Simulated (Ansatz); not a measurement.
TaO$_{2}$:
```
TaO2
1.0
    4.95134     0.00000     0.00000
    0.00000     4.95134     0.00000
    0.00000     0.00000     2.84965
Ta O
2 4
Direct
  0.00000   0.00000   0.50000
  0.50000   0.50000   0.00000
  0.71353   0.28647   0.50000
  0.28647   0.71353   0.50000
  0.21353   0.21353   0.00000
  0.78647   0.78647   0.00000
```

Relaxed with PBEsol. Special points in fractions of this cell's reciprocal vectors: Γ (0.000, 0.000, 0.000); X (0.000, 0.500, 0.000); M (0.500, 0.500, 0.000); Z (0.000, 0.000, 0.500); R (0.000, 0.500, 0.500); A (0.500, 0.500, 0.500).

List the band energies nearest the Fermi level at these points for plane-wave PAW PBEsol (Ansatz code).

In eV from the Fermi level; about four levels below and three above (degenerate sets whole), none deeper than 8.9 eV; points with the same levels are listed once.

```csv
k,below,above
Γ,-3.75 -3.26 -1.77 -1.39,0.45 1.76 1.76
X,-3.99 -3.99 -0.79 -0.79,2.29 2.29 2.56 2.56
M,-4.09 -4.09 -1.62 -1.62,1.82 1.82 2.71 2.71
Z,-5.53 -5.53 -4.51 -4.51,1.15 1.15 1.58 1.58
R,-4.34 -4.34 -0.57 -0.57,2.20 2.20 4.31 4.31
A,-4.71 -4.71 -3.93 -3.93,0.66 0.66 1.08 1.08
```

Space group P4_2/mnm (rutile). The first step of the workflow began from a Materials Project structure, measured or hypothetical; the Crystallography Open Database copy checked does not list it. Its standing as an ambient phase is unchecked. The PBEsol relaxation kept the symmetry of its start; of distortions, only those at the zone centre were tested. No spin polarisation was allowed. Spin–orbit coupling is left out wherever it is not named.

Potentials: the later of the program's two PAW sets.
